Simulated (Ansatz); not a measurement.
TiO$_{2}$ (anatase, I4_1/amd), LDA in the plane-wave PAW code Ansatz. The conduction-band minimum lies at Γ, with 1 equivalent valley. Second derivatives d²E/dk² of the lowest band at one valley (eV·Å²), along Cartesian directions:

| direction | d²E/dk² |
|---|---|
| [100] | 20.36 |
| [010] | 20.36 |
| [001] | 2.070 |
| [110] | 20.36 |
| [101] | 11.22 |
| [011] | 11.22 |

Task: Find the principal effective masses, the density-of-states mass and the conductivity mass.

Result: Off-diagonal terms follow from H_xy = H[110] − (H_xx + H_yy)/2, and m*/mₑ = 7.620 eV·Å² over each eigenvalue: 0.37, 0.37, 3.7. One valley's DOS mass (m₁m₂m₃)^(1/3) = 0.80, conductivity mass 3/(Σ 1/mᵢ) = 0.53 mₑ.

Task: What effective density of states Nc follows at 300 K for parabolic valleys?

Result: Nc = 2.509e19 × 1 × (0.80)^(3/2) ≈ 1.8e19 cm⁻³.

Task: With the computed static dielectric constant 44.3 (mean of the diagonal), estimate a hydrogenic donor's binding energy and radius.

Result: E = 13.606 eV × 0.53/44.3² ≈ 3.7 meV; a = 0.529 Å × ε/m* ≈ 44 Å. Semilocal masses tend to be too small where the gap is.

Symmetry was held in the LDA relaxation; of distortions, only those at the zone centre were tested. The run is not spin-polarised.

Potentials: the earlier of the program's two PAW sets.
